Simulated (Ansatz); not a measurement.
This run works on a generated trial structure, not on a known crystal.

Input and command of a plane-wave DFT calculation in Ansatz:

```yaml
crystal:
  lattice:
    - [0.0, 5.4523360448, 5.4523360448]
    - [5.4523360448, 0.0, 5.4523360448]
    - [5.4523360448, 5.4523360448, 0.0]
  atoms:
    - { symbol: Mg, position: [0.5, 0.5, 0.5] }
    - { symbol: C, position: [0.805353842, 0.194646158, 0.194646158] }
    - { symbol: C, position: [0.194646158, 0.805353842, 0.194646158] }
    - { symbol: C, position: [0.194646158, 0.194646158, 0.805353842] }
    - { symbol: C, position: [0.194646158, 0.805353842, 0.805353842] }
    - { symbol: C, position: [0.805353842, 0.194646158, 0.805353842] }
    - { symbol: C, position: [0.805353842, 0.805353842, 0.194646158] }
    - { symbol: Au, position: [0.0, 0.0, 0.0], spin: 0.4 }
    - { symbol: "N", position: [0.698959459, 0.301040541, 0.301040541] }
    - { symbol: "N", position: [0.301040541, 0.698959459, 0.301040541] }
    - { symbol: "N", position: [0.301040541, 0.301040541, 0.698959459] }
    - { symbol: "N", position: [0.301040541, 0.698959459, 0.698959459] }
    - { symbol: "N", position: [0.698959459, 0.301040541, 0.698959459] }
    - { symbol: "N", position: [0.698959459, 0.698959459, 0.301040541] }
basis:
  ecutwfc: 420
kpoints:
  mp_grid: { grid: [6, 6, 6] }
hamiltonian:
  xc: pbe
scf:
  occupations: { method: gaussian, width: 0.1 }
output:
  forces: true
  stress: true
  eigenvalues: true
  populations: true
  write_density: true
  write_potential: true
  elf: true
  volumetric_format: npy
magnetization:
  spin_polarized: true
relax:
  adjacent_minimum: "off"
  f_tol: 0.01
  max_steps: 80
  cell: { stress_tol: 0.05 }
```

```bash
ansatz run input.yaml --threads 1 --pin off --max-ram 2560MiB --backend cpu --events-out ev --progress --plain --runs-dir out
```

Processor: Intel(R) Xeon(R) Platinum 8259CL CPU @ 2.50GHz (Skylake/Cascade Lake), 1 thread, on a host shared with other jobs.

Q: Estimate time, memory and problem size.

A: About 2.5 min, peak memory 0.96 GiB. It solves 56 bands at 16 k points (after reduction by symmetry) with about 6375 plane waves (on the last cell), in 35 SCF iterations over 4 ionic steps.
